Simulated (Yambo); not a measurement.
Absorption of BaTiB2O6 (space group R-3, No. 148) with and without the electron-hole interaction (Yambo, LDA bands; 4×4×4 mesh, 14 valence and 10 conduction bands, static screening with 78 bands and a 3 Ry block, scissor 2.38 eV, Tamm-Dancoff; field along x). Axes are Cartesian, with cell vectors (Å) (2.54, 1.46, 5.61), (-2.54, 1.46, 5.61), (0.00, -2.93, 5.61).

| E (eV) | Im ε, BSE | Im ε, independent quasiparticles |
|---|---|---|
| 2.90 | 0.11 | 0.05 |
| 3.00 | 0.12 | 0.05 |
| 3.10 | 0.14 | 0.06 |
| 3.20 | 0.15 | 0.06 |
| 3.30 | 0.17 | 0.06 |
| 3.40 | 0.19 | 0.07 |
| 3.50 | 0.22 | 0.07 |
| 3.60 | 0.26 | 0.08 |
| 3.70 | 0.31 | 0.08 |
| 3.80 | 0.38 | 0.09 |
| 3.90 | 0.49 | 0.10 |
| 4.00 | 0.66 | 0.11 |
| 4.10 | 0.95 | 0.12 |
| 4.20 | 1.46 | 0.13 |
| 4.30 | 2.06 | 0.15 |
| 4.40 | 3.03 | 0.17 |
| 4.50 | 4.76 | 0.19 |
| 4.60 | 5.15 | 0.22 |
| 4.70 | 3.81 | 0.26 |
| 4.80 | 3.31 | 0.32 |
| 4.90 | 4.00 | 0.40 |
| 5.00 | 5.04 | 0.52 |
| 5.10 | 5.04 | 0.73 |
| 5.20 | 4.96 | 1.10 |
| 5.30 | 4.73 | 1.70 |
| 5.40 | 4.15 | 2.55 |
| 5.50 | 3.39 | 3.48 |
| 5.60 | 2.68 | 3.68 |
| 5.70 | 2.29 | 3.65 |
| 5.80 | 2.11 | 3.66 |
| 5.90 | 2.10 | 3.52 |
| 6.00 | 2.06 | 3.41 |
| 6.10 | 1.91 | 3.33 |
| 6.20 | 1.77 | 3.48 |
| 6.30 | 1.72 | 3.62 |
| 6.40 | 1.87 | 3.52 |
| 6.50 | 2.17 | 3.59 |
| 6.60 | 2.48 | 3.71 |
| 6.70 | 3.22 | 3.59 |
| 6.80 | 4.45 | 3.52 |
| 6.90 | 5.14 | 3.40 |
| 7.00 | 4.71 | 3.14 |
| 7.10 | 3.54 | 2.72 |
| 7.20 | 2.76 | 2.37 |
| 7.30 | 2.33 | 2.18 |
| 7.40 | 2.35 | 2.00 |
| 7.50 | 2.59 | 1.92 |
| 7.60 | 3.12 | 1.94 |
| 7.70 | 3.53 | 1.91 |
| 7.80 | 3.53 | 1.85 |
| 7.90 | 3.30 | 1.82 |
| 8.00 | 3.16 | 1.93 |
| 8.10 | 3.37 | 2.37 |
| 8.20 | 3.40 | 2.92 |
| 8.30 | 3.19 | 3.06 |
| 8.40 | 2.92 | 2.86 |
| 8.50 | 2.86 | 2.81 |
| 8.60 | 2.78 | 2.79 |
| 8.70 | 2.50 | 2.88 |
| 8.80 | 2.50 | 3.07 |
| 8.90 | 2.51 | 3.09 |
| 9.00 | 2.60 | 3.07 |
| 9.10 | 2.58 | 3.25 |
| 9.20 | 2.50 | 3.20 |
| 9.30 | 2.38 | 2.98 |
| 9.40 | 2.19 | 2.87 |
| 9.50 | 2.13 | 2.99 |
| 9.60 | 1.98 | 3.18 |
| 9.70 | 1.96 | 3.34 |
| 9.80 | 1.87 | 3.28 |

The scissor comes from a G0W0 run whose convergence isn't established. Broadening 0.15 eV. The band window holds all transitions up to 9.8 eV. Fine structure above the onset can come from the mesh.

Geometry of the Materials Project entry, not relaxed at this level; primitive cell a = 6.3254 Å, b = 6.3254 Å, c = 6.3254 Å, α = 47.29°, β = 47.29°, γ = 47.29°.
